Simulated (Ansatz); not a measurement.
Level of theory: DFT PBE, scalar-relativistic, plane waves, PAW (Ansatz 0.2.0). Settings: cutoff 420 eV, Γ-centred meshes spaced at most about 0.3 Å⁻¹, and about 0.25 Å⁻¹ or finer for metals (2π included), Gaussian smearing. No spin polarisation in the final relaxations.

These are static total energies at zero pressure. All come from trial cells, and lower structures may exist.

**Question.** Which of these relaxed structures of Y2Si2F is the lowest in energy?
1.

```xyz
5
Lattice="3.7113 0.0000 0.0000 -1.8557 3.2141 0.0000 0.0000 0.0000 8.0826" Properties=species:S:1:pos:R:3 pbc="T T T"
Y     0.0000    2.1427    1.5544
Y     1.8557    1.0714    6.5282
Si    0.0000    2.1427    4.5545
Si    1.8557    1.0714    3.5281
F     0.0000    0.0000    0.0000
```

2.

```xyz
5
Lattice="4.1551 0.0000 0.0000 -2.0776 3.5984 0.0000 0.0000 0.0000 7.9619" Properties=species:S:1:pos:R:3 pbc="T T T"
Y     0.0000    0.0000    5.7598
Y     0.0000    0.0000    2.2021
Si    0.0000    2.3990    3.9809
Si    2.0776    1.1995    3.9809
F     0.0000    0.0000    0.0000
```

3.

```xyz
5
Lattice="-1.7864 1.7864 7.9735 1.7864 -1.7864 7.9735 1.7864 1.7864 -7.9735" Properties=species:S:1:pos:R:3 pbc="T T T"
Y     0.0000    0.0000    6.2236
Y     0.0000    0.0000    9.7234
Si    0.0000    1.7864    3.9868
Si    1.7864    0.0000    3.9868
F     0.0000    0.0000    0.0000
```

4.

```xyz
5
Lattice="3.6517 0.0000 0.0000 0.0000 3.6517 0.0000 0.0000 0.0000 7.8485" Properties=species:S:1:pos:R:3 pbc="T T T"
Y     1.8259    1.8259    1.7885
Y     1.8259    1.8259    6.0600
Si    0.0000    1.8259    3.9243
Si    1.8259    0.0000    3.9243
F     0.0000    0.0000    0.0000
```

**Answer.** 2. It has space group P6/mmm (No. 191); the next, 1, with space group P-3m1 (No. 164), lies 145 meV/atom higher. Counting Si or Y atoms around F (for each partner element, those within 1.25 times its shortest distance or 1.15 times the sum of covalent radii, where it is the nearest in units of that sum or under 1.3), the lowest has F 2 and the next has F 6. The lowest and the next both hold Si–Si nets.

Cells relaxed within their symmetry can be saddle points. Some candidate types were left out of the draw beforehand, so a known form may be missing.
